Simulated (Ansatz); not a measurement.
GeSe in space group P-6m2 (No. 187; Ge on 1a, Se on 1f), PBEsol in the plane-wave PAW code Ansatz, all energies at zero smearing, with the estimated change up to a 700 eV cutoff added, with one set of potentials and settings (totals compare only within such a set). Cell of 2 atoms (1 Ge, 1 Se): -9677.851 eV.

| element | reference phase | E (eV/atom) |
|---|---|---|
| Ge | Fd-3m, 2 atoms in the cell | -4253.4978 |
| Se | P3_121, 3 atoms in the cell | -5424.2079 |

Formation energy per atom, worked out: (-9677.851 − 1×(-4253.4978) − 1×(-5424.2079))/2 = -0.073 eV/atom (-7 kJ per mol of atoms), at 0 K, without zero-point energy or fitted corrections.

A made-up cell: these elements were put on the sites of a structure type; neither database checked (COD, Materials Project) lists it. It is not the phase usual at ambient conditions (space group No. 62). Symmetry was held in the PBEsol relaxation. At this level the phase is dynamically unstable (imaginary phonons). The references are the lowest solids computed at this level, not always the standard phases.

Potentials: the later of the program's two PAW sets.
